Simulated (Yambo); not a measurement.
GaAl₃N₄ (space group P-43m, No. 215), G0W0@LDA (Yambo, plasmon pole, terminator in G, 4×4×4 mesh): gap Γ → Γ in eV by bands and screening block.

| bands (W and G) | 2 Ry | 3 Ry | 5 Ry | 6 Ry | 8 Ry |
|---|---|---|---|---|---|
| 42 | 4.79 | 4.77 | ___ | 4.89 | 4.93 |
| 62 | 4.57 | 4.57 | 4.65 | ___ | 4.79 |
| 89 | 4.48 | 4.48 | 4.57 | 4.66 | 4.73 |
| 126 | 4.44 | 4.43 | 4.52 | 4.62 | 4.70 |
| 161 | 4.43 | ___ | 4.51 | 4.61 | 4.70 |

Problem. Estimate the withheld gaps from their neighbours; the computed values follow.

Solution. 
- 42, 5 Ry: 4.83
- 62, 6 Ry: 4.72
- 161, 3 Ry: 4.41

The largest settings aren't shown to be the converged limit.

The standard potential for Ga keeps a d shell in the valence without the s and p states of that shell. In tests on such compounds this moved G0W0 gaps by up to about 0.9 eV, so absolute quasiparticle energies here are unreliable; differences between settings are what counts.

Spin-orbit coupling is not included.

Geometry of the Materials Project entry, not relaxed at this level; primitive cell a = b = c = 4.401 Å, α = β = γ = 90.00°.

The structure is a Materials Project entry; no match was found in the copy of COD used, and its stability was not checked.
